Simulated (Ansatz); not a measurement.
HfO2 (fluorite)

```
CELL_PARAMETERS angstrom
      0.00000     5.09760     5.09760
      2.54880     0.00000     2.54880
      2.54880     2.54880     0.00000
ATOMIC_POSITIONS crystal
  Hf 0.00000 0.00000 0.00000
  Hf 0.50000 0.00000 0.00000
  O  0.12500 0.25000 0.25000
  O  0.62500 0.25000 0.25000
  O  0.37500 0.75000 0.75000
  O  0.87500 0.75000 0.75000
```

In this cell atom 5 (O, nearest neighbour Hf at 2.207 Å; its periodic images, 3.6 Å or more away, move with it) is moved by s along Cartesian [111], unit vector (0.577, 0.577, 0.577); all other atoms and the cell stay fixed.

All values below come from PBE (plane waves to 420 eV, PAW, scalar-relativistic; Ansatz, an electronic-structure program). k mesh 9×9×9 (Γ-centred), Fermi-Dirac smearing 0.05 eV. Energies are smeared free energies. Left out: 2 of 11 points, with atoms too close for the PAW data. HfO2 is run without spin polarisation. HfO2 was relaxed with its symmetry unable to fall. Spin-orbit coupling is left out, though Hf is heavy. This is a high-temperature form of HfO2. The zero of ΔE is the undisplaced structure.

The scan covers s from -0.660 to 0.396 Å in 9 points.

Question: Is the energy the same for displacements of ±0.396 Å, and if not, which side lies higher?

Answer: Not even: the positive side lies higher at ±0.396 Å. With its periodic images moving along, the atom's site symmetry in this cell is 3m.

Question: What force acts on the atom along the line at s = -0.660 Å?

Answer: 3.52 eV/Å.

Question: What is the energy change at s = 0.396 Å?

Answer: 1355 meV/cell.

Question: What is the force constant k = d²E/ds² of this move at s = 0?

Answer: 11.4 eV/Å².

(A displaced cell: forces are minus the slopes of the energy, force constants its curvatures, and phonons follow from these.)
